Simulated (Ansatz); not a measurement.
PbSe (rock salt)

```yaml
crystal:
  lattice:
    - [0.00000, 3.10888, 3.10888]
    - [3.10888, 0.00000, 3.10888]
    - [3.10888, 3.10888, 0.00000]
  atoms:
    - { symbol: Se, position: [0.00000, 0.00000, 0.00000] }
    - { symbol: Pb, position: [0.50000, 0.50000, 0.50000] }
```

Two coordinates are scanned: the volume, and the ratio of the stretch along z (the conventional c axis) to the stretch across it. Atoms keep their fractional coordinates.

Method: PBE (plane waves to 420 eV, PAW, scalar-relativistic; Ansatz, an electronic-structure program). k mesh 9×9×9 (Γ-centred), Fermi-Dirac smearing 0.05 eV. Energies are smeared free energies. PbSe was relaxed with its symmetry unable to fall. Spin-orbit coupling is left out, though Pb is heavy. ΔE is measured from the relaxed starting cell.

Estimate the ΔE (meV/atom) for all points of the grid V/V₀ = 0.960, 0.973, 0.987, 1.000, 1.013, 1.027, 1.040 by (c/a)/(c/a)₀ = 0.920, 0.947, 0.973, 1.000, 1.027, 1.053, 1.080.

ΔE (meV/atom), with V/V₀ across and (c/a)/(c/a)₀ down:

```tsv
(c/a)/(c/a)₀ \ V/V₀	0.960	0.973	0.987	1.000	1.013	1.027	1.040
0.920	65.2	58.3	53.3	50.0	48.3	48.2	49.6
0.947	31.6	26.2	22.6	20.8	20.5	21.8	24.4
0.973	13.1	8.6	5.9	4.9	5.4	7.4	10.7
1.000	7.5	3.2	0.8	0.0	0.8	3.0	6.6
1.027	12.5	8.0	5.3	4.3	4.9	6.9	10.2
1.053	26.5	21.3	17.9	16.2	16.2	17.6	20.4
1.080	47.9	41.6	37.2	34.5	33.5	34.0	35.8
```

(Under strain, the slope of the energy per volume gives the stress and its curvature an elastic modulus.)
